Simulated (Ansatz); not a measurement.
ZrNi4P2 in space group P4_2/mnm (No. 136; Zr on 2b, Ni on 8i, P on 4g), PBE in the plane-wave PAW code Ansatz, all energies at zero smearing, with the estimated change up to a 700 eV cutoff added, with one set of potentials and settings (totals compare only within such a set). Cell of 14 atoms (2 Zr, 8 Ni, 4 P): -58119.721 eV.

```
element                             reference phase  E (eV/atom)
-------  ------------------------------------------  -----------
Zr                    P6_3/mmc, 2 atoms in the cell   -4183.8362
Ni       Fm-3m, 1 atoms in the cell, spin-polarised   -5839.7239
P                         Cmce, 4 atoms in the cell    -755.6743
```

Formation energy per atom, worked out: (-58119.721 − 2×(-4183.8362) − 8×(-5839.7239) − 4×(-755.6743))/14 = -0.826 eV/atom (-80 kJ per mol of atoms), at 0 K, without zero-point energy or fitted corrections.

The workflow started from a Materials Project entry (that database holds measured and hypothetical structures alike); the Crystallography Open Database copy checked does not list it. Its standing as an ambient phase is unchecked. The PBE relaxation kept the symmetry of its start; whether a distortion lowers the energy is not shown. No spin polarisation was allowed. The references are the lowest solids computed at this level, not always the standard phases.

Potentials: the later of the program's two PAW sets.
